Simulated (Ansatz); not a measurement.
**La₃Ga₂Au₄, a known structure type with other elements, at an estimated volume**

```
CELL_PARAMETERS angstrom
-10.83321 0.00000 0.00000
0.00000 0.00000 4.45540
-0.71360 4.34820 2.22770
ATOMIC_POSITIONS crystal
Au 0.91440 0.35990 0.28020
Au 0.08560 0.64010 0.71980
La 0.62390 0.37900 0.24200
La 0.37610 0.62100 0.75800
Ga 0.32130 0.21400 0.57200
Ga 0.67870 0.78600 0.42800
La 0.00000 0.00000 0.00000
Au 0.73950 0.08430 0.83140
Au 0.26050 0.91570 0.16860
```

The numbers come from plane-wave PAW DFT (Ansatz): r2SCAN, no spin polarisation, 500 eV, 3×7×7 Γ-centred k points, fermi-dirac occupations (width 0.0179 eV). Nothing was relaxed.

Task: What do density and ELF say about some of the short contacts?

Result: La–Ga at 2.48 Å: least valence density 0.47 e/Å³ and ELF 0.27 there. Ga–Au at 2.60 Å: least valence density 0.41 e/Å³ and ELF 0.42 there. Au–La at 2.64 Å: least valence density 0.51 e/Å³ and ELF 0.27 there. Both are smooth PAW fields, read partly inside the augmentation spheres.

Task: What happens at the Fermi level?

Result: It is a metal, with about 4.9 states/eV a cell as the mean within 0.25 eV of the Fermi level, mostly La d (49 %) and Ga p (18 %).

Task: What does the stress say?

Result: The pressure is 18.7 GPa (compression positive), so with the atoms held at these fractions the cell would first expand; the forces are large, so a full relaxation may end otherwise. The principal stresses 6.2, 7.8, 42.0 GPa differ, so its shape would change too.

Task: Is it stable against the elements?

Result: 0.11 eV an atom against the elements' usual phases (free molecules for gases, crystals otherwise, with no correction for O₂ or N₂), so at this geometry it isn't bound against them. Relaxing would lower it.

Task: Which atom feels the largest force, and which way?

Result: The largest is on Ga5 (and as large on other atoms): 4.27 eV/Å, components (2.66, -3.35, 0.00). It makes 116° with the line to a nearest neighbour, La4 at 2.48 Å.

Origin: a known structure type with other elements, at an estimated volume, so it need not be a known compound. Caveats: atoms or cell far from equilibrium; f levels without a U or exact exchange are poorly placed.
